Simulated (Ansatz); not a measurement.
CsOsC₃N₃: computed properties

The calculation used Ansatz, DFT PBE, scalar-relativistic, plane waves, PAW.

Settings: cutoff 420 eV, Γ-centred mesh 6×6×6 on the computed 16-atom cell, Gaussian smearing of 0.02 eV; no spin polarisation.

The structure is relaxed at this level of theory with its symmetry kept, and needn't be the ground state of this composition.

Space group Fm-3m (No. 225), cubic, a = 10.447 Å. Cs has 12 C at 3.74 Å and 12 N at 3.74 Å; around Os on its first site lie 6 C at 2.03 Å; around Os on its second site lie 6 N at 2.01 Å; around C lie 1 N at 1.18 Å, 1 Os at 2.03 Å, 4 C at 2.87 Å, 1 Os at 3.19 Å and 4 Cs at 3.74 Å; around N lie 1 C at 1.18 Å, 1 Os at 2.01 Å, 4 N at 2.85 Å, 1 Os at 3.21 Å and 4 Cs at 3.74 Å.

| Item | Value |
| --- | --- |
| Volume per atom | 120.2 bohr³ |
| Formation energy from the elements' standard states (uncorrected) | -0.135 eV/atom |
| Kohn–Sham band gap | 2.39 eV |
| Orbital (Löwdin) character of the top 1 eV of the valence band | Os 5d 69 %, C 2p 23 % |
| Orbital (Löwdin) character of the lowest 1 eV of the conduction band | C 2p 47 %, N 2p 31 %, unprojected 12 % |

Spin-orbit coupling is left out, which matters for the bands of heavy elements.

A magnetic start lost its moments in a first run, so spin was left out; other magnetic orders weren't tried.

The cell was found from a structure generator's guess, not taken from experiment. Kohn–Sham gaps at this level usually fall short of measured ones. Löwdin shares on free-atom orbitals overweight diffuse shells in the empty bands.
